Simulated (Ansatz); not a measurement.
**Is this Mg3Cd2Te5 structure stable?**

It was reached by relaxing an invented guess, and it needn't be the stable form of this composition.

Method: Ansatz 0.2.0, DFT PBE, scalar-relativistic, plane waves, PAW. Cutoff 420 eV, Γ-centred 8×8×8 mesh (10-atom cell), Gaussian smearing of 0.02 eV, no spin polarisation.

```
Mg Cd Te
1.0
    -2.32016    2.32016   16.33202
     2.32016   -2.32016   16.33202
     2.32016    2.32016  -16.33202
Mg Cd Te
3 2 5
Direct
  0.70069 0.70069 0.00000
  0.29931 0.29931 0.00000
  0.50000 0.50000 0.00000
  0.89964 0.89964 0.00000
  0.10036 0.10036 0.00000
  0.34829 0.84829 0.50000
  0.95101 0.45101 0.50000
  0.54899 0.04899 0.50000
  0.15171 0.65171 0.50000
  0.75000 0.25000 0.50000
```

The zero of energy is the elements' standard structures at the same level; no fitted shifts are applied.

**Question.** These tests were run: energy against the elements; random kick, then relaxation without symmetry; elastic tensor. What do they show?

**Answer.**

```tsv
test	result
energy against the elements	−0.713 eV/atom
random kick, then relaxation without symmetry	returns
elastic tensor	least eigenvalue 8 GPa
```

It fails none of these tests. Other phases of the system weren't compared here, so this isn't yet thermodynamic stability. Phonons away from Γ weren't computed.

These runs have no spin–orbit coupling, which can matter for Te. The reference form of Te is held partly by dispersion forces, which this level lacks. The kick test ran on a coarse mesh. The run for the elastic tensor used an 8×8×8 k mesh.
